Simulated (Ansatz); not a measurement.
This run works on a generated trial structure, not on a known crystal.

Input and command of a plane-wave DFT calculation in Ansatz:

```yaml
crystal:
  lattice:
    - [3.6381024764, 0.0, 0.0]
    - [0.0, 6.8331212059, 0.0]
    - [0.0, 0.0, 4.6029417982]
  atoms:
    - { symbol: Ti, position: [0.0, 0.5, 0.1310609403] }
    - { symbol: Ti, position: [0.5, 0.0, 0.4892877189] }
    - { symbol: Ti, position: [0.0, 0.0, 0.999905329] }
    - { symbol: Si, position: [0.0, 0.7249513474, 0.602451504] }
    - { symbol: Si, position: [0.0, 0.2750486526, 0.602451504] }
    - { symbol: Si, position: [0.5, 0.2541530573, 0.9847855578] }
    - { symbol: Si, position: [0.5, 0.7458469427, 0.9847855578] }
    - { symbol: Ni, position: [0.5, 0.5, 0.6112718883] }
basis:
  ecutwfc: 420
kpoints:
  mp_grid: { grid: [10, 6, 8] }
hamiltonian:
  xc: pbe
scf:
  occupations: { method: gaussian, width: 0.1 }
output:
  forces: true
  stress: true
  eigenvalues: true
relax:
  adjacent_minimum: "off"
  f_tol: 0.01
  max_steps: 80
  cell: { stress_tol: 0.05 }
```

```bash
ansatz run input.yaml --threads 4 --pin off --max-ram 8192MiB --backend cpu --events-out ev --progress --plain --runs-dir out
```

Processor: Arm Neoverse V1, 4 threads, on a host shared with other jobs.

**Question.** Estimate time, memory and problem size.

**Answer.** About 81 s, peak memory 0.77 GiB. It solves 43 bands at 120 k points (after reduction by symmetry) with about 2221 plane waves (on the last cell), in 26 SCF iterations over 4 ionic steps.
